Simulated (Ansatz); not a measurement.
(001) slab cut from the bulk of SnO, P4/nmm (No. 129); the slab's formula is SnO:

```xyz
12
Lattice="3.8080 0.0000 0.0000 0.0000 3.8080 0.0000 0.0000 0.0000 27.1623" Properties=species:S:1:pos:R:3 pbc="T T T"
Sn    1.9040    0.0000    7.5000
O     0.0000    0.0000    8.6470
O     1.9040    1.9040    8.6470
Sn    0.0000    1.9040    9.7940
Sn    1.9040    0.0000   12.4341
O     0.0000    0.0000   13.5811
O     1.9040    1.9040   13.5811
Sn    0.0000    1.9040   14.7282
Sn    1.9040    0.0000   17.3683
O     0.0000    0.0000   18.5153
O     1.9040    1.9040   18.5153
Sn    0.0000    1.9040   19.6623
```

These are results of DFT r2SCAN, scalar-relativistic, plane waves, PAW in Ansatz 0.2.0, not measurements. Cutoff 500 eV; k points 9×9×1 on the computed 12-atom cell (Γ-centred); Gaussian smearing, width 0.05 eV; no spin polarisation. A dipole correction removes the field between periodic images along c.

Q: What forces act on the atoms?

A:
| atom | Fx (eV/Å) | Fy (eV/Å) | Fz (eV/Å) |
| --- | --- | --- | --- |
| Sn1 | 0.000 | 0.000 | -0.165 |
| O2 | 0.000 | 0.000 | 0.040 |
| O3 | 0.000 | 0.000 | 0.040 |
| Sn4 | 0.000 | 0.000 | 0.089 |
| Sn5 | 0.000 | 0.000 | -0.005 |
| O6 | 0.000 | 0.000 | 0.000 |
| O7 | 0.000 | 0.000 | 0.000 |
| Sn8 | 0.000 | 0.000 | 0.005 |
| Sn9 | 0.000 | 0.000 | -0.089 |
| O10 | 0.000 | 0.000 | -0.040 |
| O11 | 0.000 | 0.000 | -0.040 |
| Sn12 | 0.000 | 0.000 | 0.165 |

Cost: 1 run of about 1.5 core-minutes, on Intel Xeon Platinum 8488C (Sapphire Rapids) (shared hosts).